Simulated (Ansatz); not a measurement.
Ansatz (a program for electronic structure) input:

Ansatz 0.2 input:
```yaml
crystal:
  lattice:
    - [4.6395326854, 0.0, 0.0]
    - [0.0, 4.6395326854, 0.0]
    - [0.0, 0.0, 3.0634926242]
  atoms:
    - { symbol: Mg, position: [0.5, 0.5, 0.5] }
    - { symbol: Mg, position: [0.0, 0.0, 0.0] }
    - { symbol: F, position: [0.6965657971, 0.6965657971, 0.0] }
    - { symbol: F, position: [0.3034342029, 0.3034342029, 0.0] }
    - { symbol: F, position: [0.8034342029, 0.1965657971, 0.5] }
    - { symbol: F, position: [0.1965657971, 0.8034342029, 0.5] }
kpoints:
  mp_grid: { grid: [4, 4, 5] }
hamiltonian:
  xc: hse06
  pseudopotentials: { azcp: { folder: ./paw }, kind: paw }
scf:
  n_extra_bands: 6
  occupations: { method: fixed }
output:
  eigenvalues: true
  eigenstates:
    e_range: [-9.0, 18.3]
    kpoints:
      - [0.0, 0.0, 0.0]  # VBM
      - [0.0, 0.0, 0.0]  # CBM
      - [0.0, 0.0, 0.0]  # GAMMA
      - [0.0, 0.0, 0.5]  # Z
      - [0.5, 0.5, 0.0]  # M
      - [0.5, 0.5, 0.5]  # A
      - [0.0, 0.5, 0.5]  # R
      - [0.0, 0.5, 0.0]  # X
```

Output (shortened):

```
Pseudopotential: Mg, paw, valence charge 10
Pseudopotential: F, paw, valence charge 7
Functional definition: HSE06
davidson cushion auto → on  (no smearing: the cushion is to keep the highest requested band from converging to the state above it …
Crystal: 6 atoms, lattice volume = 65.942 Å³
Basis set: ecut = 420 eV, 1259 PW (Γ)
Bands: 30, of which v1, the nominal top of the filled ones, is band 24 counted from 1 (23 counted from 0)
Symmetry: 16 space group operations
Space group: P42/mnm (ITA 136), of the structure as read, at distance tolerance 4.0e-5 Å
k-points: 18 of 80
SCF iter   1: F=—  HF=-7092.711449 eV  |F-HF|=—  |Δ(HF+E_count)|=         —  Δρ=1.10e-1  dr2=5.29e0  ethr=1.00e-1  ⟨swp⟩=6.1  Hψ=1758  notcnv=0
preconditioner: auto → none
SCF iter   2: F=—  HF=-7091.118551 eV  |F-HF|=—  |Δ(HF+E_count)|=    1.59e0  Δρ=4.38e-2  dr2=8.81e-1  ethr=1.10e-2  ⟨swp⟩=3.6  Hψ=1466  notcnv=0  defer=3
SCF iter   3: F=—  HF=-7091.077025 eV  |F-HF|=—  |Δ(HF+E_count)|=   4.15e-2  Δρ=1.77e-2  dr2=1.16e-1  ethr=1.84e-3  ⟨swp⟩=3.2  Hψ=1509  notcnv=0  defer=2
iter 4 solved again at ethr=1.00e-5 eV; its pass at ethr=2.41e-4 eV (dr2=4.80e-3 eV) is discarded
SCF iter   4: F=—  HF=-7091.095304 eV  |F-HF|=—  |Δ(HF+E_count)|=   1.83e-2  Δρ=3.27e-3  dr2=5.03e-3  ethr=1.00e-5  ⟨swp⟩=3.2  Hψ=2708  notcnv=0  defer=1
SCF iter   5: F=-7091.099752 eV  HF=-7091.099639 eV  |F-HF|=1.13e-4  |Δ(HF+E_count)|=   4.34e-3  Δρ=4.23e-4  dr2=7.23e-5  ethr=1.00e-5  ⟨swp⟩=3.1  Hψ=1549  notcnv=0  defer=1
SCF 1 stopped early in 5 iterations: F = -7091.099752 eV  dr2 = 7.23e-5
Crystal: 6 atoms, lattice volume = 65.942 Å³
Exchange kernel: α = 0.2500, screened, ω = 0.2079 Å⁻¹, Wigner–Seitz truncation, v(0) = 1039.0562 eV·Å³, q-mesh 4×4×5, nearest image of the exchange supercell L …
Frozen-core exchange: fock
SCF iter   1: F=—  HF=-7091.284653 eV  |F-HF|=—  |Δ(HF+E_count)|=         —  Δρ=8.16e-3  dr2=3.94e-2  ethr=1.51e-6  ⟨swp⟩=6.4  Hψ=2586  notcnv=0
preconditioner: auto → none
SCF iter   2: F=—  HF=-7091.273041 eV  |F-HF|=—  |Δ(HF+E_count)|=   1.16e-2  Δρ=3.50e-3  dr2=4.39e-3  ethr=1.51e-6  ⟨swp⟩=4.0  Hψ=2031  notcnv=0
SCF iter   3: F=—  HF=-7091.281367 eV  |F-HF|=—  |Δ(HF+E_count)|=   8.33e-3  Δρ=6.14e-4  dr2=2.72e-4  ethr=1.51e-6  ⟨swp⟩=3.9  Hψ=1747  notcnv=0
SCF iter   4: F=-7091.281299 eV  HF=-7091.281299 eV  |F-HF|=5.94e-8  |Δ(HF+E_count)|=   6.85e-5  Δρ=4.01e-5  dr2=3.68e-6  ethr=4.42e-7  ⟨swp⟩=3.0  Hψ=1290  notcnv=0
SCF 2 stopped early in 4 iterations: F = -7091.281299 eV  dr2 = 3.68e-6
hybrid outer 1: dexx = +1.012e-2 eV, tail = 9.58e-5 eV
Crystal: 6 atoms, lattice volume = 65.942 Å³
Exchange kernel: α = 0.2500, screened, ω = 0.2079 Å⁻¹, Wigner–Seitz truncation, v(0) = 1039.0562 eV·Å³, q-mesh 4×4×5, nearest image of the exchange supercell L …
Frozen-core exchange: fock
SCF iter   1: F=—  HF=-7091.281624 eV  |F-HF|=—  |Δ(HF+E_count)|=         —  Δρ=6.58e-5  dr2=2.33e-6  ethr=9.97e-7  ⟨swp⟩=2.9  Hψ=1220  notcnv=0
preconditioner: auto → none
iter 2 solved again at ethr=1.33e-10 eV; its pass at ethr=3.96e-9 eV (dr2=6.39e-8 eV) is discarded
SCF iter   2: F=—  HF=-7091.281623 eV  |F-HF|=—  |Δ(HF+E_count)|=   4.54e-7  Δρ=1.66e-5  dr2=1.38e-7  ethr=1.33e-10  ⟨swp⟩=2.7  Hψ=2943  notcnv=0
SCF iter   3: F=-7091.281624 eV  HF=-7091.281624 eV  |F-HF|=1.09e-9  |Δ(HF+E_count)|=   6.61e-7  Δρ=4.38e-6  dr2=6.97e-9  ethr=1.33e-10  ⟨swp⟩=4.7  Hψ=1761  notcnv=0  defer=11
SCF 3 converged in 3 iterations: F = -7091.281624 eV  dr2 = 6.97e-9
hybrid outer 2: dexx = +8.647e-7 eV, tail = 4.75e-8 eV, Δε = 2.33e-3 eV (about 9.51e-5 eV left of the loop's levels)
the search or the solves at the SCF's close seem to have found levels that the self-consistency loop had missed (the run counts 1) …
NSCF: frozen V_eff on 8 k-points
hybrid SCF converged: 2 outer / 7 inner (+5 warm-up), last move |dexx| = 8.65e-7 eV, tail = 4.75e-8 eV
Stability not checked (fock_operator)
Free energy (F): -7091.281624 eV
Frozen-core exchange: fock
Harris-Foulkes:  -7091.281624 eV  (|F-HF|=1.09e-9)
Internal energy: -7091.281624 eV  (E = F + TS)
E sigma→0 (E₀):  -7091.281624 eV
Fermi energy:    0.516130 eV
--- Per-component energies (eV) ---
  E_band       = -961.902547
  E_kinetic    = 946.854406
  E_local      = -5537.141617  (includes V_loc(G=0)·N_el)
  E_nonlocal   = 731.307543
  E_hartree    = 1944.798348
  E_xc         = -292.813126
  E_vxc        = -372.602655  (∫ρ·V_xc dr)
  E_exx        = -210.892887  (= α·E_x^exact, valence–valence)
  E_paw        = -1285.411781  (= ΣΔE_a)
  E_vpaw       = -198.135332  (= ΣTr[D̂ρ^β])
  E_aug_tail   = 0.002565  (compensation charges beyond the density's cutoff)
  E_ewald      = -3387.794522
  E_core_change = -0.190553  (= ΣΔE_core)
  E_smearing   =  0.000000  (= −TS)
  E_closure    = 0.000000  (closes the sum)
  Σ components = -7091.281624   (vs F -7091.281624, Δ=-9.09e-13)
  [band-id]    e_kinetic+e_local+e_nonlocal+2·e_hartree+e_vxc+2·e_exx+e_vpaw+e_augmentation_tail = -961.904167   (vs E_band -961.902547, Δ=-1.62e-3)
--- Band table (eV; the first three rows and the last of 18) ---
  k-point 0: bands = ["-74.1573", "-74.1565", "-39.0895", "-39.0895", "-39.0639", "-39.0639", "-39.0600", "-39.0558", "-21.7386", "-20.9001", "-20.9001", "-20.8434", "-3.5878", "-2.0192", "-1.5738", "-1.5738", "-1.3865", "-1.3345", "-0.6806", "-0.6806", …
  k-point 1: bands = ["-74.1565", "-74.1558", "-39.0851", "-39.0851", "-39.0749", "-39.0716", "-39.0637", "-39.0637", "-21.5947", "-20.8800", "-20.8800", "-20.8632", "-3.3392", "-1.7516", "-1.7144", "-1.4912", "-1.4599", "-1.4599", "-0.9797", "-0.9797", …
  k-point 2: bands = ["-74.1551", "-74.1548", "-39.0985", "-39.0973", "-39.0772", "-39.0772", "-39.0642", "-39.0642", "-21.2693", "-20.9853", "-20.8472", "-20.8472", "-2.7674", "-2.1110", "-2.0416", "-1.6637", "-1.6238", "-1.6238", "-1.0635", "-0.9547", …
  k-point 17: bands = ["-74.1549", "-74.1549", "-39.0979", "-39.0979", "-39.0774", "-39.0774", "-39.0643", "-39.0643", "-21.0793", "-21.0793", "-20.8908", "-20.8908", "-3.1878", "-3.1878", "-2.4433", "-2.4433", "-0.9245", "-0.9245", "-0.8331", "-0.8331", …
```

Cost: very roughly 2.3 core-minutes on shared cores.

The points marked VBM and CBM come from a semilocal run.

Space group P4_2/mnm (rutile). Symmetry was held in the PBEsol relaxation.

Potentials: the earlier of the program's two PAW sets.

Ansatz is a plane-wave DFT program.
